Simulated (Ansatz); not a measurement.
Ba2TeS as one 4-atom ordering (P4/mmm) on the rocksalt lattice, relaxed with r2SCAN, was run in the PAW code Ansatz under altered settings. All numbers are computed, without spin polarisation but where a row says otherwise.

```yaml
crystal:
  lattice:
    - [4.79268, 0.00000, 0.00000]
    - [0.00000, 4.79268, 0.00000]
    - [0.00000, 0.00000, 6.78397]
  atoms:
    - { symbol: S, position: [0.00000, 0.00000, 0.00000] }
    - { symbol: Ba, position: [0.00000, 0.00000, 0.50000] }
    - { symbol: Te, position: [0.50000, 0.50000, 0.50000] }
    - { symbol: Ba, position: [0.50000, 0.50000, 0.00000] }
```

The base run's other keys:
```yaml
kpoints:
  mp_grid: { grid: [2, 2, 2] }
hamiltonian:
  xc: hse06
scf:
  occupations: { method: fixed }
  n_extra_bands: 5
```

It takes 15 iterations with 2995 plane waves at 420 eV and 6 k points, and leaves a mean stress of +0.52 GPa. The gap over this mesh is 2.549 eV. It ran on 4 threads of Arm Neoverse N1 (shared host).

Outcomes, with energy and stress as changes against the base:
```
                                 setting    outcome  ΔF (meV/atom)  Δ mean stress (GPa)  gap on the mesh (eV)  iterations  wall time
PBE hybrid, exx coeff 0.3, omega 0.5 1/Å  converged              –                 +0.1                 2.135          14       18 s
   PBE hybrid, exx coeff 0.2, unscreened  converged              –                  0.0                 2.945          14       17 s
                      basis.ecutwfc: 500  converged           -0.5                  0.0                 2.549          14       23 s
```
A dash marks a value that wasn't obtained or can't be compared. Stress is positive in compression. The base took 18 s. The base's mesh is coarse for a hybrid, so its own values aren't converged.

- PBE hybrid, exx coeff 0.3, omega 0.5 1/Å. That is 30 % exact exchange, screened with ω = 0.5 1/Å, against HSE06's 25 % screened at 0.208 1/Å. The mean stress moves by +0.1 GPa and the gap on the mesh by -0.414 eV (to 2.135). Totals of different functionals aren't comparable.
- PBE hybrid, exx coeff 0.2, unscreened. That is 20 % exact exchange, at all ranges, against HSE06's 25 % screened at 0.208 1/Å. The mean stress moves by 0.0 GPa and the gap on the mesh by +0.397 eV (to 2.945). Totals of different functionals aren't comparable.

Within 1 meV an atom, 0.1 GPa and 0.005 eV of the base stay: basis.ecutwfc: 500.

Spin-orbit coupling is left out, which matters wherever the heavy atoms make up the band edges.

The program warns that its thresholds are loose for a hybrid's stress.

The meshes of the hybrids are coarse, so their gaps aren't converged to the digits shown.
